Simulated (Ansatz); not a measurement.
MoS2, first-principles data

MoS$_{2}$:
```xyz
6
Lattice="-2.3885 2.3885 4.5970 2.3885 -2.3885 4.5970 2.3885 2.3885 -4.5970" Properties=species:S:1:pos:R:3 pbc="T T T"
Mo     0.0000     0.0000     4.5970
Mo     2.3885     0.0000     2.2985
S      0.0000     0.0000     2.1453
S      0.0000     2.3885     4.4438
S      0.0000     2.3885     0.1532
S      0.0000     0.0000     7.0488
```

Space group I4_1/amd (No. 141), anatase; conventional cell a = 4.7770 Å, b = 4.7770 Å, c = 9.1941 Å, α = 90.00°, β = 90.00°, γ = 90.00°.

Method: DFT-PBE in the program Ansatz with PAW potentials. Geometry: relaxed at this level of theory. Other levels are named where they apply.

### Cell and energy

* **Volume per atom**: 17.48 Å³
* **Density**: 5.07 g/cm³
* **Formation energy from the elements (no fitted shifts)**: -0.33 eV/atom

### Electronic structure

- Electronic character = metallic (no gap)
- Density of states at the Fermi level = 0.67 states/eV per atom (mean over ±0.08 eV)

The cell is a constructed one: a structure type filled with these elements; neither database checked (COD, Materials Project) lists it. It is not the phase usual at ambient conditions (space group No. 160, 194). The PBE relaxation kept the symmetry of its start; whether a distortion lowers the energy is not shown. No spin polarisation was allowed. The references are the lowest solids computed at this level, not always the standard phases. Scalar-relativistic: spin–orbit coupling is off unless named, which matters more the heavier the elements.

Potentials: the later of the program's two PAW sets.
